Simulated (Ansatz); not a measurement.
HfO₂:
```
HfO2
1.0
    4.83893     0.00000     0.00000
    0.00000     4.83893     0.00000
    0.00000     0.00000     3.22398
Hf O
2 4
Cartesian
  0.00000   0.00000   0.00000
  2.41947   2.41947   1.61199
  1.47841   1.47841   0.00000
  3.89787   0.94106   1.61199
  0.94106   3.89787   1.61199
  3.36053   3.36053   0.00000
```

Relaxed with HSE06.

### Question
Give the Bader charges and basin volumes of the independent atoms, HSE06 in the plane-wave PAW code Ansatz.

### Answer


```tsv
atom	Bader charge (e)	Bader volume (Å³)
Hf1	+2.79	9.9
O3	-1.40	13.9
```

Space group P4_2/mnm (rutile). The cell is a constructed one: a structure type filled with these elements; the Crystallography Open Database copy checked does not list it. It is not the phase usual at ambient conditions (space group No. 14, 29). The cell was relaxed with HSE06 under the symmetry of its start; whether a distortion lowers the energy is not shown. No spin polarisation was allowed. Scalar-relativistic: spin–orbit coupling is off unless named, which matters more the heavier the elements.

Potentials: the later of the program's two PAW sets.
